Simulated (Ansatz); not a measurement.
Sr₂CaWO₆:
```xyz
10
Lattice="-2.8613 2.8613 4.1609 2.8613 -2.8613 4.1609 2.8613 2.8613 -4.1609" Properties=species:S:1:pos:R:3 pbc="T T T"
Sr     2.8613     0.0000     2.0804
Sr     0.0000     2.8613     2.0804
Ca     0.0000     0.0000     4.1609
W      0.0000     0.0000     0.0000
O      1.1771     1.9378     4.1609
O      1.6842     0.9235     0.0000
O      0.9235     4.0383     0.0000
O      1.9378    -1.1771     4.1609
O      0.0000     0.0000     1.9263
O      0.0000     0.0000     6.3955
```

x, y and z are the axes in which the lattice vectors are written.

**Question.** Give the high-frequency dielectric tensor and the Born effective charge tensors of the independent atoms from DFPT, plane-wave PAW PBEsol (Ansatz code).

**Answer.** 
ε∞:
```
4.39  0.00  0.00
0.00  4.39  0.00
0.00  0.00  4.48
```
Z* of atom 1 (Sr), rows: field, columns: displacement, in e:
```
 2.43  -0.08   0.00
 0.08   2.43   0.00
 0.00   0.00   2.80
```
Z* of atom 3 (Ca), rows: field, columns: displacement, in e:
```
 3.00   0.35   0.00
-0.35   3.00   0.00
 0.00   0.00   3.18
```
Z* of atom 4 (W), rows: field, columns: displacement, in e:
```
 7.18  -0.05   0.00
 0.05   7.18   0.00
 0.00   0.00   7.08
```
Z* of atom 5 (O), rows: field, columns: displacement, in e:
```
-3.54  -1.11   0.00
-1.09  -2.26   0.00
 0.00   0.00  -1.88
```
Z* of atom 9 (O), rows: field, columns: displacement, in e:
```
-1.71  -0.06   0.00
 0.06  -1.71   0.00
 0.00   0.00  -4.18
```

Static charges for comparison (Bader): Sr1 +1.59, Ca3 +1.51, W4 +2.97, O5 -1.27, O9 -1.29 e. Born charges measure polarisation by displacement and can exceed these by far.

Space group I4/m. The workflow started from a Materials Project entry (that database holds measured and hypothetical structures alike); the Crystallography Open Database copy checked does not list it. COD files the formula under space group No. 14. Whether it is the stable phase at ambient conditions was not checked. The PBEsol relaxation kept the symmetry of its start; its stability against distortions is not shown here. The run is not spin-polarised. No Hubbard U is applied. Spin–orbit coupling is left out wherever it is not named.

Potentials: the later of the program's two PAW sets.
